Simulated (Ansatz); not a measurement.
## What a trial cell of BeZn2Te3 relaxes into

These are results of Ansatz, DFT PBE, scalar-relativistic, plane waves, PAW, not measurements. Cutoff 420 eV, Gaussian smearing, Γ-centred meshes. Cell and atoms relax first on a coarse mesh and then on a finer one. In between, the cell is made exact in the group found at 0.06 Å. In metals the finer mesh still leaves noise of several meV/atom or more. The steps can't lower the symmetry of their start. No spin polarisation.

The guess for BeZn2Te3 was made by a generator: random cell by space group and Wyckoff sites (P6/mmm, No. 191). Its size is a rough estimate.

```
Be Zn Te
1.0
     5.22223    0.00000    0.00000
    -2.61111    4.52258    0.00000
     0.00000    0.00000    6.78127
Be Zn Te
1 2 3
Direct
  0.00000 0.00000 0.00000
  0.33333 0.66667 0.50000
  0.66667 0.33333 0.50000
  0.50000 0.00000 0.00000
  0.00000 0.50000 0.00000
  0.50000 0.50000 0.00000
```

Energies over the elements count from the elements' standard structures at the same level, with no fitted energy shifts.

Task: Where does the relaxation end?

Result: The symmetry stays P6/mmm (No. 191). The volume per atom grows by 6.6 %, from 26.7 to 28.4 Å³. The shortest distance goes from 2.61 Å (Be–Te and Te–Te) to 2.84 Å (Zn–Te). The ratio c/a of the conventional cell changes by a factor of 0.43. The energy falls by about 0.87 eV/atom (the start's value is from the coarse mesh). Conventional cell: a = 7.079 Å, c = 3.932 Å. Be has 6 Te at 3.54 Å and 2 Be at 3.93 Å (long contacts); Zn has 6 Te at 2.84 Å; Te is surrounded by 4 Zn at 2.84 Å, 2 Be at 3.54 Å and 4 Te at 3.54 Å.

```cif
data_structure
_symmetry_space_group_name_H-M 'P6/mmm'
_symmetry_Int_Tables_number 191
_cell_length_a 7.0791
_cell_length_b 7.0791
_cell_length_c 3.9322
_cell_angle_alpha 90.000
_cell_angle_beta 90.000
_cell_angle_gamma 120.000
_cell_volume 170.66
loop_
_atom_site_label
_atom_site_type_symbol
_atom_site_symmetry_multiplicity
_atom_site_Wyckoff_symbol
_atom_site_fract_x
_atom_site_fract_y
_atom_site_fract_z
_atom_site_occupancy
Be1 Be 1 a 0.00000 0.00000 0.00000 1
Zn1 Zn 2 d 0.33333 0.66667 0.50000 1
Te1 Te 3 f 0.50000 0.00000 0.00000 1
```

Task: How does it come out in energy, and is it a metal?

Result: The formation energy is +0.60 eV/atom. The gap on the 6×6×10 mesh of the 6-atom cell is 0 eV (a metal).

The separate elements lie lower, so it is unstable against them.

The last run used Gaussian smearing of 0.10 eV. Spin–orbit coupling, which can matter for Te, is left out. The reference form of Te is held partly by dispersion forces, which this level lacks. Symmetry constrained the relaxation, so the result can be a saddle point. Another cell of BeZn2Te3 relaxed alike, in P4mm, lies 0.36 eV/atom lower, so this cell isn't the stable form at this level.
